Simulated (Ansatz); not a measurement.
Take a crystal in which Ca has been replaced by Be on all its sites, with the cell rescaled by a rough guess (in some cases also distorted within its space group) and nothing relaxed:

```
Be
1.0
     2.42078   -2.56515    0.00000
     2.42078    2.56515    0.00000
     0.00000    0.00000    4.89971
Be
4
Direct
  0.16179 0.83821 0.19651
  0.83821 0.16179 0.80349
  0.33821 0.66179 0.69651
  0.66179 0.33821 0.30349
```

Computed with Ansatz 0.2.0, DFT PBEsol, scalar-relativistic, plane waves, PAW.

Settings: cutoff 420 eV, Γ-centred mesh 12×12×10 on the computed 4-atom cell, Gaussian smearing of 0.10 eV; no spin polarisation.

(1) What pressure does the cell carry?

(2) Is it a metal on this mesh?

Results:

(1) The pressure is -19.6 GPa (positive in compression), so the cell would contract.

(2) Yes, a band crosses the Fermi level.

This form isn't the element's structure at ambient conditions.